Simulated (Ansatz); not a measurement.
Ru (dhcp (α-La type), P6_3/mmc), a = 2.6910 Å, b = 2.6910 Å, c = 8.6393 Å, α = 90.00°, β = 90.00°, γ = 120.00°.

Relaxed with r²SCAN.

### Question
Tabulate the valence density and the electron localisation function along the shortest Ru–Ru contact (2.66 Å), the program Ansatz at the r²SCAN level (PAW).

### Answer


```
distance from Ru (Å)  density (e/Å³)   ELF
--------------------  --------------  ----
0.27                            9.40  0.46
0.40                            8.01  0.63
0.53                            5.87  0.68
0.67                            3.63  0.62
0.80                            1.90  0.48
0.93                            0.95  0.33
1.06                            0.59  0.26
1.20                            0.45  0.28
1.33                            0.42  0.32
1.46                            0.46  0.29
1.60                            0.60  0.27
1.73                            0.97  0.34
1.86                            1.92  0.49
2.00                            3.66  0.63
2.13                            5.91  0.68
2.26                            8.04  0.63
2.39                            9.42  0.46
```

The density is the valence pseudo-density with augmentation charge, so density and ELF within about 1 Å of a nucleus are not all-electron values.

The start of the workflow was typed in or built on a structure type. Its sites differ from those of the usual phase in this space group: another stacking or structure type. The r²SCAN relaxation kept the symmetry of its start; whether a distortion lowers the energy is not shown. No spin polarisation was allowed. Axis ratios of metals converge slowly with the k-mesh, so a and c are less sure than the volume.

Potentials: the later of the program's two PAW sets.
